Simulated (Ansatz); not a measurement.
InP (CsCl type, space group No. 221), DFT-r²SCAN in the program Ansatz with PAW potentials, all energies at zero smearing, with the estimated change up to a 700 eV cutoff added, with one set of potentials and settings (totals compare only within such a set). Cell of 2 atoms (1 In, 1 P): -6370.279 eV.

| element | reference phase | E (eV/atom) |
|---|---|---|
| In | I4/mmm, 1 atoms in the cell | -5611.8812 |
| P | Cmce, 4 atoms in the cell | -759.1670 |

Formation energy per atom, worked out: (-6370.279 − 1×(-5611.8812) − 1×(-759.1670))/2 = 0.384 eV/atom (37 kJ per mol of atoms), at 0 K, without zero-point energy or fitted corrections.

Space group Pm-3m (CsCl type). The cell is a constructed one: a structure type filled with these elements; neither database checked (COD, Materials Project) lists it. It is not the phase usual at ambient conditions (space group No. 216). The cell was relaxed with r²SCAN under the symmetry of its start; whether a distortion lowers the energy is not shown. The references are the lowest solids computed at this level, not always the standard phases.

Potentials: the earlier of the program's two PAW sets.
